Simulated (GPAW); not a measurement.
# Moving the functional in PdGe3

The structure is cubic, space group Pm-3m (No. 221). Conventional cell: a = 4.142 Å, b = 4.142 Å, c = 4.142 Å, α = 90.00°, β = 90.00°, γ = 90.00°. Around Pd (site symmetry m-3m) lie 12 Ge at 2.93 Å. Ge (site symmetry 4/mmm) has 4 Pd at 2.93 Å and 8 Ge at 2.93 Å as nearest neighbours.

The cell comes from a database or a generator and needn't be the stable form of this composition.

Kept alike: task band structure; k mesh 7 × 7 × 7; occupations fermi-dirac, width 0.05 eV; no spin polarisation. Program: GPAW, potentials by row: the program's PAW data sets (release 1.2.1) made for this functional (LDA); GPAW PAW data sets (gpaw-data 1.2.1) (PBE, r2SCAN on files made for PBE); PAW data sets generated for this functional (PBEsol), cutoff 600 eV. The mesh is that of the run's cell of 4 atoms. No spin-orbit coupling.

| functional | pressure (GPa) |
| --- | --- |
| LDA | -7.06 |
| PBE | -0.25 |
| PBEsol | -4.80 |
| r2SCAN | -2.99 |

Pressure is positive in compression; the values hold the error of the finite cutoff, so their zero can differ a little from the energy's minimum. For a metal such a mesh leaves the last digits unconverged.

The pressure runs from -7.06 (LDA) to -0.25 GPa (PBE). From PBE: LDA -6.81; PBEsol -4.55; r2SCAN -2.74.
